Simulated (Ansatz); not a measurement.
CaS:
```
CELL_PARAMETERS angstrom
      0.00000     2.81654     2.81654
      2.81654     0.00000     2.81654
      2.81654     2.81654     0.00000
ATOMIC_POSITIONS crystal
  Ca 0.00000 0.00000 0.00000
  S  0.50000 0.50000 0.50000
```

Cartesian axes are those of the cell as given.

Give the high-frequency dielectric tensor and the Born effective charge tensors of the independent atoms from DFPT, PBEsol (plane waves, PAW; program Ansatz).


ε∞:
```
5.21  0.00  0.00
0.00  5.21  0.00
0.00  0.00  5.21
```
Z* of atom 1 (Ca), rows: field, columns: displacement, in e:
```
2.35  0.00  0.00
0.00  2.35  0.00
0.00  0.00  2.35
```
Z* of atom 2 (S), rows: field, columns: displacement, in e:
```
-2.35   0.00   0.00
 0.00  -2.35   0.00
 0.00   0.00  -2.35
```

Space group Fm-3m (rock salt). The cell was relaxed with PBEsol under the symmetry of its start.

Potentials: the later of the program's two PAW sets.
